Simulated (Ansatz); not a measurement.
**Au: start and end of a relaxation**

A trial structure of Au was built thus: random sheet by layer group and Wyckoff sites. Lengths were set from tabulated atomic sizes, so they are only a guess.

The sheet is periodic along a and b; c holds vacuum. Symmetry isn't written into the files.

start.xyz

```xyz
1
Lattice="2.5355 0.0000 0.0000 0.0000 3.8194 0.0000 0.0000 0.0000 14.0000" Properties=species:S:1:pos:R:3 pbc="T T F"
Au    0.0000    0.0000    7.0000
```

These are results of DFT PBE, scalar-relativistic, plane waves, PAW in Ansatz 0.2.0, not measurements. Cutoff 420 eV, Gaussian smearing, Γ-centred meshes. In-plane cell and atoms relax first on a coarse mesh and then on a finer one. In metals the finer mesh still leaves noise of several meV/atom or more. The steps can't lower the symmetry of their start. No spin polarisation.

end.xyz

```xyz
1
Lattice="2.6623 0.0000 0.0000 0.0000 2.6622 0.0000 0.0000 0.0000 23.8000" Properties=species:S:1:pos:R:3 pbc="T T F"
Au    0.0000    0.0000    7.0000
```

The symmetry goes from pmmm (No. 37) to p4/mmm (No. 61). The area per atom shrinks by 26.8 %, from 9.7 to 7.1 Å². The shortest distance goes from 2.54 Å (Au–Au) to 2.66 Å (Au–Au). The energy falls by about 0.89 eV/atom (the start's value is from the coarse mesh). The program sets the height of the box itself, so the height of the cell differs between start and end.

```
Layer group                                : p4/mmm (No. 61)
In-plane cell                              : a = 2.662 Å, b = 2.662 Å, γ = 90.0°
Area per atom                              : 7.09 Å²
Thickness between the outermost nuclei     : 0.00 Å
Energy over the standard state             : +0.57 eV/atom
Gap on the 20×20×1 mesh of the 1-atom cell : 0 eV (a metal)
```

Energies count from the standard state of Au at the same level. So it is a metastable form at best.

The last run used Gaussian smearing of 0.10 eV. Spin–orbit coupling, which can matter for Au, is left out. Symmetry constrained the relaxation, so the result can be a saddle point. In all, the 4 runs took 4.6 min on 1 thread of Arm Neoverse N1, with other jobs on the host.
